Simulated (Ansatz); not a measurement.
Theory: Ansatz, DFT PBE, scalar-relativistic, plane waves, PAW. Settings: cutoff 420 eV, Γ-centred meshes spaced at most about 0.3 Å⁻¹, and about 0.25 Å⁻¹ or finer for metals (2π included), Gaussian smearing. No spin polarisation in the final relaxations.

Temperature and zero-point effects are left out. All come from trial cells, and lower structures may exist.

Task: Order these relaxed structures of Ti3W2 by energy, lowest first, with the energy over the lowest of them.
A.

```xyz
5
Lattice="4.5909 0.0000 0.0000 -2.2954 3.9758 0.0000 0.0000 0.0000 5.1164" Properties=species:S:1:pos:R:3 pbc="T T T"
Ti    0.0000    0.0000    0.0000
Ti    0.0000    2.6506    3.2229
Ti    2.2954    1.3253    1.8934
W     0.0000    2.6506    0.5781
W     2.2954    1.3253    4.5382
```

B.

```xyz
5
Lattice="1.4213 0.8206 11.9554 -1.4213 0.8206 11.9554 0.0000 -1.6412 11.9554" Properties=species:S:1:pos:R:3 pbc="T T T"
Ti    0.0000    0.0000   28.7144
Ti    0.0000    0.0000    7.1517
Ti    0.0000    0.0000    0.0000
W     0.0000    0.0000   21.5189
W     0.0000    0.0000   14.3472
```

Result: B (0 meV/atom), A (200 meV/atom). Forms: B Ti and W ordered on fcc sites, R-3m; A P-3m1. Counting all near atoms (those within 1.25 times the shortest distance at each site; a plus sign parts nearer from farther groups; a slash parts the counts of unlike sites): B has Ti 12, W 12; A has Ti 2+6/6+6, W 11. Even the lowest lies +0.23 eV/atom against the elements.

These runs have no spin–orbit coupling, which can matter for W. Cells relaxed within their symmetry can be saddle points. Some candidate types were left out of the draw beforehand, so a known form may be missing.
